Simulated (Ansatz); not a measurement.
## SiC: do energies and stresses tell the same story?

All numbers below come from DFT r2SCAN, scalar-relativistic, plane waves, PAW in Ansatz 0.2.0.

Plane waves to 500 eV, a k mesh through Γ of 12×12×4 on the computed 8-atom cell and Gaussian smearing (0.02 eV); no spin polarisation.

Relaxed cell: P6_3mc, a = 3.078 Å, b = 3.078 Å, c = 10.077 Å, α = 90.00°, β = 90.00°, γ = 120.00°, 8 atoms in the primitive cell.

Energies at zero smearing and pressures from the stress tensor, at volumes with shape and atoms relaxed:
```
V (Å³/atom) E − E(first) (meV/atom) P (GPa)
      9.092                     0.00    37.16
      9.402                   -60.56    25.73
      9.712                  -100.56    15.87
     10.022                  -122.82     7.36
     10.332                  -129.77     0.00
     10.642                  -123.47    -6.35
     10.952                  -105.74   -11.84
     11.365                   -67.00   -17.99
```

Question: Check P = −dE/dV between neighbouring volumes, and get the bulk modulus from the pressures alone.

Answer: With 1 eV/Å³ = 160.2 GPa:
```
middle V (Å³/atom)  −ΔE/ΔV (GPa) mean P (GPa)
             9.247        31.302        31.443
             9.557        20.678        20.800
             9.867        11.509        11.613
            10.177         3.588         3.678
            10.487        -3.255        -3.177
            10.797        -9.163        -9.096
            11.158       -15.018       -14.916
```

The two differ by 0.14 GPa at most. The mean of two end pressures misses the average over a step by about ΔV² P″/12, up to 0.14 GPa here; with that taken off 0.00 GPa remains. Around V = 10.332 Å³/atom, the two neighbours give B = −V ΔP/ΔV = 10.332 × 13.71 / 0.620 = 228.5 GPa, against B0 = 227.4 GPa from the Birch–Murnaghan fit of the energies.